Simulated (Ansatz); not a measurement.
## SbAs: strain and displacement

```yaml
crystal:
  lattice:
    - [2.01275, 1.16206, 3.61233]
    - [-2.01275, 1.16206, 3.61233]
    - [0.00000, -2.32412, 3.61233]
  atoms:
    - { symbol: Sb, position: [0.50000, 0.50000, 0.50000] }
    - { symbol: As, position: [0.00000, 0.00000, 0.00000] }
```

Atom numbers follow the list: Sb1, As2.

The conventional cell has a = 4.025 Å, b = 4.025 Å, c = 10.837 Å, α = 90.00°, β = 90.00°, γ = 120.00°. Around Sb (atom 1) lie 6 As at 2.94 Å. Around As (atom 2) lie 6 Sb at 2.94 Å.

The geometry is COD entry 9001315, unchecked; take it as a test cell.

No spin–orbit coupling, which matters for the heavy atoms here.

Level of theory: DFT, PBEsol, all-electron PAW with datasets made for the crystal, scalar-relativistic in Ansatz 0.2.0.

The runs use a Γ-centred 11×11×11 k mesh, Fermi–Dirac smearing of 0.05 eV, cutoff 180 eV (chosen by the program for this cell), no spin polarisation.

The unchanged cell is at -4.05 GPa.

In a metal, stresses and small energies carry noise from the k mesh.

x, y and z are the Cartesian axes of the cell as listed; fractional coordinates follow a strain, and an engineering shear is twice the off-diagonal strain component.

Question: With this change (equal xy, yz and zx engineering shear strains of -2 %), what becomes of the energy and stress?

Answer: Energy change +3 meV/atom; stress change (xx, yy, zz, yz, xz, xy) -0.35, 0.38, 0.05, 0.93, 0.58, 0.23 GPa, compression positive.

Question: With this change (equal xy, yz and zx engineering shear strains of -1 %), what becomes of the energy and stress?

Answer: Energy change under 1 meV/atom; stress change (xx, yy, zz, yz, xz, xy) -0.16, 0.17, 0.01, 0.45, 0.29, 0.10 GPa, compression positive.

With equal xy, yz and zx engineering shear strains of +1 %: energy change under 1 meV/atom; stress change (xx, yy, zz, yz, xz, xy) 0.17, -0.17, 0.02, -0.44, -0.27, -0.10 GPa, compression positive.

With equal xy, yz and zx engineering shear strains of +2 %: energy change +2 meV/atom; stress change (xx, yy, zz, yz, xz, xy) 0.34, -0.35, 0.10, -0.91, -0.55, -0.23 GPa, compression positive.
